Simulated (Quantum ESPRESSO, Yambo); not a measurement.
## G0W0 results for IrCl₃ monolayer

```
IrCl3
1.0
    6.03861     0.00000     0.00000
   -3.01930     5.22959     0.00000
    0.00000     0.00000    15.60000
Cl Ir
6 2
Direct
  0.68549   0.66667   0.08169
  0.98118   0.31451   0.08169
  0.33333   0.01882   0.08169
  0.98118   0.66667   0.91831
  0.68549   0.01882   0.91831
  0.33333   0.31451   0.91831
  0.00000   0.00000   0.00000
  0.66667   0.33333   0.00000
```

The layer was cut from Materials Project entry mp-27666 and relaxed with PBEsol in a cell 15.6 Å high, with the Coulomb interaction truncated along z.

Starting point: PBEsol (pw.x of Quantum ESPRESSO, ONCV potentials, no spin-orbit coupling). G0W0 in Yambo: 6×6×1 Γ-centred k mesh, bands 9 to 151 and a 5 Ry block in the screening, 151 bands in G with the Bruneval-Gonze terminator, plasmon pole fitted at 27.2 eV, slab-truncated Coulomb interaction, stochastic integration of W near q = 0.

| Quantity | Value |
|---|---|
| PBEsol gap along the band path | 2.07 eV |
| PBEsol gap between the mesh's edge points (M → M) | 2.07 eV |
| G0W0 gap between the same points | 4.35 eV |

| k point | band | E PBEsol (eV) | E QP (eV) | shift (eV) | Z |
|---|---|---|---|---|---|
| Γ | VB | -0.15 | -0.67 | -0.52 | 0.78 |
| Γ | CB | 2.17 | 3.88 | 1.71 | 0.79 |
| M | VB | 0.00 | -0.61 | -0.61 | 0.79 |
| M | CB | 2.07 | 3.73 | 1.66 | 0.80 |
| K | VB | -0.11 | -0.60 | -0.48 | 0.78 |
| K | CB | 2.11 | 3.77 | 1.66 | 0.80 |

Energies count from the PBEsol valence-band maximum.

Convergence of the G0W0 settings was not tested.

Spin-orbit coupling is left out, which matters for elements this heavy: edges can move by tenths of an eV.

This is a model layer cut from the bulk structure; whether it is stable on its own was not checked.
